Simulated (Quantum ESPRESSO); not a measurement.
Space group P3₁21 (No. 152); a = 4.0578 Å, b = 4.0578 Å, c = 5.1346 Å, α = 90.00°, β = 90.00°, γ = 120.00°

```tsv
atom	site	symmetry	x	y	z
Se	3a	.2.	0.7517	0.7517	0.0000
```

Cell and atoms were relaxed with PBE+D3(BJ) from Materials Project entry mp-14, within its symmetry.

Question: What does PBE (Quantum ESPRESSO, PseudoDojo norm-conserving, 86 Ry, without SOC) give for the electronic structure near the Fermi level?

Answer: The PBE gap is indirect, 0.44 eV, from 80 % of the way from L to H to H; the smallest direct gap is 0.50 eV. Spin-orbit splittings are left out.
